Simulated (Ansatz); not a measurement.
Relaxed-ion elastic tensor of Cs (bcc (W type), Im-3m) in GPa (Voigt order), PBE (plane waves, PAW; program Ansatz); density 1.89 g/cm³, 117.06 Å³ per atom.

|  | 1 | 2 | 3 | 4 | 5 | 6 |
|---|---|---|---|---|---|---|
| 1 | 2.1 | 1.8 | 1.8 | 0.0 | 0.0 | 0.0 |
| 2 | 1.8 | 2.1 | 1.8 | 0.0 | 0.0 | 0.0 |
| 3 | 1.8 | 1.8 | 2.1 | 0.0 | 0.0 | 0.0 |
| 4 | 0.0 | 0.0 | 0.0 | 1.5 | 0.0 | 0.0 |
| 5 | 0.0 | 0.0 | 0.0 | 0.0 | 1.5 | 0.0 |
| 6 | 0.0 | 0.0 | 0.0 | 0.0 | 0.0 | 1.5 |

Is the crystal mechanically stable?

Yes: the smallest eigenvalue of C is 0.3 GPa.

Work out the Voigt, Reuss and Hill averages.

K_V = 1.9, K_R = 1.9, K_H = 1.9; G_V = 0.9, G_R = 0.4, G_H = 0.6 GPa.

Give Young's modulus, Poisson's ratio, Pugh's ratio and the universal anisotropy index.

E = 9KG/(3K + G) = 1.7 GPa; ν = 0.35; K/G = 2.96 (ductile by the Pugh limit of 1.75); A_U = 5G_V/G_R + K_V/K_R − 6 = 8.28.

Estimate the sound speeds and the Debye temperature.

v_l = √((K + 4G/3)/ρ) = 1220 m/s, v_t = √(G/ρ) = 586 m/s, mean 659 m/s; Θ = (h/k)(3n/4πV)^(1/3) v_m = 40.1 K.

Give the Zener ratio and Young's modulus along [100], [110] and [111].

A = 2C44/(C11 − C12) = 8.79; 1/E = S11 − 2(S11 − S12 − S44/2)Γ with Γ = 0, 1/4, 1/3 gives 0.5, 1.4, 3.5 GPa.

The PBE relaxation kept the symmetry of its start. As this level gives no gap, shear constants depend on the k-mesh and smearing (Fermi–Dirac, 0.1 eV here). Spin–orbit coupling is left out wherever it is not named.

Potentials: the later of the program's two PAW sets.
